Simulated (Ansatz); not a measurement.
Relaxed-ion elastic tensor of LaF in space group P6_3/mmc (No. 194; La on 2c, F on 2d) in GPa (Voigt order), plane-wave PAW r²SCAN (Ansatz code); density 5.97 g/cm³, 21.95 Å³ per atom.

```
      1     2     3     4     5     6
-  ----  ----  ----  ----  ----  ----
1   111  81.4  40.0   0.0   0.0   0.0
2  81.4   111  40.0   0.0   0.0   0.0
3  40.0  40.0  79.3   0.0   0.0   0.0
4   0.0   0.0   0.0  12.9   0.0   0.0
5   0.0   0.0   0.0   0.0  12.9   0.0
6   0.0   0.0   0.0   0.0   0.0  14.6
```

Task: Is the crystal mechanically stable?

Result: Yes: the smallest eigenvalue of C is 12.9 GPa.

Task: Work out the Voigt, Reuss and Hill averages.

Result: K_V = 69.2, K_R = 63.1, K_H = 66.2; G_V = 17.4, G_R = 15.3, G_H = 16.3 GPa.

Task: Give Young's modulus, Poisson's ratio, Pugh's ratio and the universal anisotropy index.

Result: E = 9KG/(3K + G) = 45.3 GPa; ν = 0.39; K/G = 4.05 (ductile by the Pugh limit of 1.75); A_U = 5G_V/G_R + K_V/K_R − 6 = 0.77.

Task: Estimate the sound speeds and the Debye temperature.

Result: v_l = √((K + 4G/3)/ρ) = 3840 m/s, v_t = √(G/ρ) = 1650 m/s, mean 1870 m/s; Θ = (h/k)(3n/4πV)^(1/3) v_m = 199 K.

Task: Solve the Christoffel equation for the three sound speeds along x, y, z.

Result: Eigenvalues of C_ijkl n_j n_l equal ρv². In km/s, slowest first: x 1.47, 1.56, 4.30; y 1.47, 1.56, 4.30; z 1.47, 1.47, 3.64.

Task: How much does each axis shrink under pressure?

Result: Linear compressibilities β_i = Σ_j S_ij (j = 1 to 3): x 3.3, y 3.3, z 9.3 per TPa.

The workflow started from a Materials Project entry (that database holds measured and hypothetical structures alike); the Crystallography Open Database copy checked does not list it. Its standing as an ambient phase is unchecked. Symmetry was held in the r²SCAN relaxation; whether a distortion lowers the energy is not shown. As this level gives no gap, shear constants depend on the k-mesh and smearing (Fermi–Dirac, 0.1 eV here). Spin–orbit coupling is left out wherever it is not named.

Potentials: the later of the program's two PAW sets.
